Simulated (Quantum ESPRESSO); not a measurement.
# Mg2Ca2F8: a curve over one atom's position

A calculation, not a measurement. The program is pw.x of Quantum ESPRESSO 7.5 (plane-wave density functional theory). The cell is made up: 12 atoms on a fluorite lattice, with randomly drawn elements, strain and displacements, not relaxed. PseudoDojo standard norm-conserving files (v0.5 for PBE, v0.4.1 for LDA and PBEsol) set the functional; there is no spin polarisation, spin-orbit coupling or dispersion term, and the masses in the input are unused placeholders.

Seven runs move atom 10 (F, counted in the order of the input) along x and keep all else fixed.

Input of the run at -0.0045:

```
&control calculation='scf', pseudo_dir='./dojo.nc.sr.pbe.v0_5.standard.upf', outdir='./o', disk_io='low', tprnfor=.true., tstress=.true. /
&system ibrav=0, nat=12, ntyp=3, nbnd=54, ecutwfc=84.00895049, nosym=.true., tot_charge=0,
 occupations='smearing', smearing='fd', degauss=0.0018374661
/
&electrons conv_thr=7.350e-09, electron_maxstep=60, /
ATOMIC_SPECIES
Ca 1.0 Ca.upf
F 1.0 F.upf
Mg 1.0 Mg.upf
CELL_PARAMETERS angstrom
5.18 -0.0282 -0.0656
-0.0282 5.0989 0.0085
-0.0656 0.0085 5.1679
ATOMIC_POSITIONS angstrom
Mg -0.0825 -0.06 0.0246
Ca -0.0617 2.4855 2.6124
Ca 2.5671 0.0566 2.5727
Mg 2.5828 2.4856 -0.0375
F 1.3167 1.3343 1.2056
F 1.2732 1.366 3.88
F 1.2062 3.7954 1.2924
F 1.1739 3.7384 3.903
F 3.7828 1.2303 1.2463
F 3.7987 1.1827 3.8
F 3.8188 3.8559 1.2111
F 3.8594 3.8637 3.9734
K_POINTS automatic
4 4 4 1 1 1
```

| shift of atom 10 along x (Å) | free energy less that of the input shown (eV) | Fx on atom 10 (eV/Å) | Fy on atom 10 (eV/Å) | Fz on atom 10 (eV/Å) | pressure (GPa) | next band up at Gamma (eV) | iterations |
| --- | --- | --- | --- | --- | --- | --- | --- |
| -0.0915 | 0.1056 | 1.581 | 1.498 | 2.044 | 9.73 | 6.389 | 10 |
| -0.0789 | 0.0864 | 1.474 | 1.430 | 2.006 | 9.68 | 6.393 | 10 |
| -0.0499 | 0.0472 | 1.229 | 1.277 | 1.925 | 9.56 | 6.400 | 10 |
| -0.0045 | 0.0000 | 0.853 | 1.043 | 1.819 | 9.43 | 6.409 | 10 |
| +0.0843 | -0.0438 | 0.137 | 0.600 | 1.679 | 9.31 | 6.419 | 10 |
| +0.1048 | -0.0449 | -0.026 | 0.500 | 1.659 | 9.30 | 6.420 | 10 |

Question: one run is left out of the table, at +0.0432. Estimate its Fx on atom 10 (eV/Å).

Answer: 0.466. The whole row:

| shift of atom 10 along x (Å) | free energy less that of the input shown (eV) | Fx on atom 10 (eV/Å) | Fy on atom 10 (eV/Å) | Fz on atom 10 (eV/Å) | pressure (GPa) | next band up at Gamma (eV) | iterations |
| --- | --- | --- | --- | --- | --- | --- | --- |
| +0.0432 | -0.0314 | 0.466 | 0.803 | 1.732 | 9.34 | 6.416 | 10 |

A cubic fit gives dFx/dx = -8.17 eV/Å² at zero shift. Across the table the free energy follows the integral of the force to within 0.1 meV. A rerun of one of the cells at 1437 eV and a 6 x 6 x 6 mesh moved values by no more than 0.004 eV in energy, 0.02 GPa in stress and 0.004 eV/Å in force. The band column is the level of band 49 at Gamma less that of band 48, whose number is half the electron count, rounded up; it comes from a band step after each run.